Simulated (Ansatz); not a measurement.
Polymorphs of Be, each relaxed with DFT-r²SCAN in the program Ansatz with PAW potentials:

A: diamond (Fd-3m)
a = b = c = 4.931 Å, α = β = γ = 90.00°

| atom | site | symmetry | x | y | z |
|---|---|---|---|---|---|
| Be | 8b | -43m | 0.5000 | 0.5000 | 0.5000 |

B: hcp (Mg type) (P6_3/mmc)
a = b = 2.2612 Å, c = 3.5685 Å, α = β = 90.00°, γ = 120.00°

```csv
atom,site,symmetry,x,y,z
Be,2d,-6m2,0.6667,0.3333,0.2500
```

### Question
Order them by energy per atom at 0 K (lowest first) at the level r²SCAN.

### Answer
B (+0 meV/atom), A (+1716 meV/atom)

Typed or built starts, not in the databases checked: A. Not the usual ambient phase: A. Unstable at this level: A. All cells were relaxed under the symmetry of their starts (and spin orders); stability against distortions was not tested throughout.

Energies hold the estimated change up to a 700 eV cutoff; steps of a few meV lie near the error of the meshes.

Potentials: the earlier of the program's two PAW sets.
